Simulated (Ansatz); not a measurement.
**Notes on Be₄Si**

```xyz
10
Lattice="3.6065 0.0000 0.0000 0.0000 3.6065 0.0000 0.0000 0.0000 7.5470" Properties=species:S:1:pos:R:3 pbc="T T T"
Be    0.0000    0.0000    0.0000
Be    1.8032    1.8032    0.0000
Be    0.0000    1.8032    3.6301
Be    1.8032    0.0000    3.9169
Si    0.0000    1.8032    1.2754
Si    1.8032    0.0000    6.2715
Be    0.0000    0.0000    2.2943
Be    1.8032    1.8032    2.2943
Be    1.8032    1.8032    5.2527
Be    0.0000    0.0000    5.2527
```

Method: r2SCAN, no spin polarisation; PAW, plane waves to 500 eV, 7×7×4 Γ-centred mesh, tetrahedron occupations (Ansatz 0.2.0), atoms fixed.

(1) How is the charge shared?

(2) What does the stress say?

(3) Where is the largest force?

(4) Is there a gap?

(5) What is the formation energy?

Origin: a known structure type with other elements, at an estimated volume, so it need not be a known compound. Caveats: empty levels are not fully converged; atoms or cell far from equilibrium; forces and stress under tetrahedra may miss the slope of the energy.

## Answers

(1) Bader charges in e: Be +0.65 to +1.53, Si -4.83. In the mean Be gives up most and Si takes most.

(2) The pressure is 11.5 GPa (compression positive), so with the atoms held at these fractions the cell would first expand; the forces are large, so a full relaxation may end otherwise. The principal stresses 8.2, 13.2, 13.2 GPa differ, so its shape would change too.

(3) The largest is on Be7 (and as large on other atoms): 2.14 eV/Å, components (0.00, 0.00, 2.14). It makes 119° with the line to a nearest neighbour, Si5 at 2.07 Å.

(4) It is a metal, with about 2.4 states/eV a cell as the mean within 0.25 eV of the Fermi level.

(5) 0.46 eV an atom against the elements' usual phases (free molecules for gases, crystals otherwise, with no correction for O₂ or N₂), so at this geometry it isn't bound against them. Relaxing would lower it.
